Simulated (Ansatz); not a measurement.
A relaxation computed with Ansatz, from input to last step.

```yaml
crystal:
  lattice:
    - [3.4812102334, 0.0, 0.0]
    - [0.0, 3.4812102334, 0.0]
    - [0.0, 0.0, 3.4812102334]
  atoms:
    - { symbol: Hg, position: [0.0, 0.0, 0.0] }
    - { symbol: W, position: [0.5, 0.5, 0.5] }
basis:
  ecutwfc: 420
kpoints:
  mp_grid: { grid: [6, 6, 6] }
hamiltonian:
  xc: pbe
scf:
  occupations: { method: gaussian, width: 0.1 }
  lower_state_search: "off"
output:
  forces: true
  stress: true
  eigenvalues: true
relax:
  adjacent_minimum: "off"
  f_tol: 0.04
  max_steps: 70
  cell: { stress_tol: 0.4 }
```

```bash
ansatz run input.yaml --threads 1 --pin off --max-ram 2560MiB --backend cpu --events-out ev --progress --plain --runs-dir out
```

Theory: DFT PBE, scalar-relativistic, plane waves, PAW in Ansatz 0.2.0.

Of 5 frames 5 are shown, positions in Å and forces in eV/Å; the SCF threshold varies from step to step. Steps run on the plane waves of an earlier cell, with a Pulay correction in the pressure. The basis is chosen afresh for the last frame, the zero of the energies, and at times for earlier ones too; energy and pressure step there, also at an unchanged geometry.

```xyz
2
Lattice="3.4812 0.0000 0.0000 0.0000 3.4812 0.0000 0.0000 0.0000 3.4812" Properties=species:S:1:pos:R:3:forces:R:3 pbc="T T T" step=1 free_energy_over_end_meV_per_atom=248.01 pressure_GPa=-20.37
Hg    0.0000    0.0000    0.0000    0.0000    0.0000    0.0000
W     1.7406    1.7406    1.7406    0.0000    0.0000    0.0000
2
Lattice="3.3115 0.0000 0.0000 0.0000 3.3115 0.0000 0.0000 0.0000 3.3115" Properties=species:S:1:pos:R:3:forces:R:3 pbc="T T T" step=2 free_energy_over_end_meV_per_atom=2.80 pressure_GPa=-3.36
Hg    0.0000    0.0000    0.0000    0.0000    0.0000    0.0000
W     1.6558    1.6558    1.6558    0.0000    0.0000    0.0000
2
Lattice="3.2817 0.0000 0.0000 0.0000 3.2817 0.0000 0.0000 0.0000 3.2817" Properties=species:S:1:pos:R:3:forces:R:3 pbc="T T T" step=3 free_energy_over_end_meV_per_atom=-0.35 pressure_GPa=1.51
Hg    0.0000    0.0000    0.0000    0.0000    0.0000    0.0000
W     1.6409    1.6409    1.6409    0.0000    0.0000    0.0000
2
Lattice="3.2909 0.0000 0.0000 0.0000 3.2909 0.0000 0.0000 0.0000 3.2909" Properties=species:S:1:pos:R:3:forces:R:3 pbc="T T T" step=4 free_energy_over_end_meV_per_atom=-0.97 pressure_GPa=-0.06
Hg    0.0000    0.0000    0.0000    0.0000    0.0000    0.0000
W     1.6454    1.6454    1.6454    0.0000    0.0000    0.0000
2
Lattice="3.2909 0.0000 0.0000 0.0000 3.2909 0.0000 0.0000 0.0000 3.2909" Properties=species:S:1:pos:R:3:forces:R:3 pbc="T T T" step=5 free_energy_over_end_meV_per_atom=0.00 pressure_GPa=-0.07
Hg    0.0000    0.0000    0.0000    0.0000    0.0000    0.0000
W     1.6454    1.6454    1.6454    0.0000    0.0000    0.0000
```

The start puts this composition into another compound's structure type, which needn't suit it. At the end the space group is Pm-3m (tolerance 0.05 Å).

The run took 5.7 s on 1 thread of Arm Neoverse V1 (shared host), peak memory 0.3 GiB.

The k mesh is coarse. Spin–orbit coupling is left out, which can shift energies with elements as heavy as these.